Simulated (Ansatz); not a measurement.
Relaxed candidate structures of V$_{3}$Si:

**A**
```
V3Si
1.0
    2.36617    -3.26002     0.00000
    2.36617     3.26002     0.00000
    0.00000     0.00000     4.61606
Si V
1 3
Cartesian
  0.00000   0.00000   0.00000
  2.36617  -1.06448   2.30803
  2.36617   1.06448   2.30803
  0.00000   0.00000   2.30803
```

**B**
```xyz
4
Lattice="4.8842 0.0000 0.0000 -2.4421 4.2298 0.0000 0.0000 0.0000 2.4641" Properties=species:S:1:pos:R:3 pbc="T T T"
Si     0.0000     0.0000     1.2320
V      2.4421     0.0000     0.0000
V     -1.2210     2.1149     0.0000
V      1.2210     2.1149     0.0000
```

**C**
```cif
data_SiV3
_chemical_formula_sum 'Si1 V3'
_space_group_name_H-M_alt 'P 1'
_space_group_IT_number 1
_cell_length_a 4.20457
_cell_length_b 4.20457
_cell_length_c 4.20457
_cell_angle_alpha 109.471
_cell_angle_beta 109.471
_cell_angle_gamma 109.471
loop_
_space_group_symop_operation_xyz
  'x, y, z'
loop_
_atom_site_label
_atom_site_type_symbol
_atom_site_fract_x
_atom_site_fract_y
_atom_site_fract_z
_atom_site_occupancy
Si1 Si 0.00000 0.00000 0.00000 1
V1 V 0.00000 0.50000 0.50000 1
V2 V 0.50000 0.00000 0.50000 1
V3 V 0.50000 0.50000 0.00000 1
```

**D**
```xyz
8
Lattice="4.4801 0.0000 0.0000 0.0000 4.7665 0.0000 0.0000 0.0000 4.8145" Properties=species:S:1:pos:R:3 pbc="T T T"
V      2.2401     0.0000     3.6062
Si     2.2401     0.0000     1.1830
V      3.4162     2.3832     4.7632
V      1.0639     2.3832     4.7632
V      0.0000     3.5887     2.4226
V      0.0000     1.1778     2.4226
V      0.0000     0.0000     0.0331
Si     2.2401     2.3832     2.4713
```

**E**
```cif
data_SiV3
_chemical_formula_sum 'Si1 V3'
_space_group_name_H-M_alt 'P 1'
_space_group_IT_number 1
_cell_length_a 4.14431
_cell_length_b 4.14431
_cell_length_c 4.14431
_cell_angle_alpha 60.000
_cell_angle_beta 60.000
_cell_angle_gamma 60.000
loop_
_space_group_symop_operation_xyz
  'x, y, z'
loop_
_atom_site_label
_atom_site_type_symbol
_atom_site_fract_x
_atom_site_fract_y
_atom_site_fract_z
_atom_site_occupancy
Si1 Si 0.00000 0.00000 0.00000 1
V1 V 0.50000 0.50000 0.50000 1
V2 V 0.25000 0.25000 0.25000 1
V3 V 0.75000 0.75000 0.75000 1
```

**F**
```
V3Si
1.0
    3.95751     0.00000     0.00000
    0.00000     3.95751     0.00000
    0.00000     0.00000     3.22333
Si V
1 3
Direct
  0.00000   0.00000   0.50000
  0.00000   0.50000   0.00000
  0.50000   0.00000   0.00000
  0.50000   0.50000   0.50000
```

### Question
Rank these by energy per atom (lowest first), as PBEsol (plane waves to 420 eV, PAW, scalar-relativistic; Ansatz, a quantum-chemistry and plane-wave program) gives it.

### Answer
F (reference), E (+0.05 eV/atom), D (+0.08 eV/atom), B (+0.35 eV/atom), C (+1.07 eV/atom), A (+1.35 eV/atom)

The lowest structure calculated, Pm-3n, cP8, A15 (Cr3Si type), is not among these; it lies 0.12 eV/atom below the lowest of them. Probably no minimum, since a slightly shaken restart fell lower: Cmmm, oS8 (by 1.30 eV/atom, to Imma). Each run could gain symmetry but not lose that of its start, so entries can be saddle points. All of these are generated cells (placed on structure types, drawn at random, substituted or restacked) that were not matched to a known phase here. Energies are at zero temperature and pressure, without zero-point motion. No spin polarisation in the result.
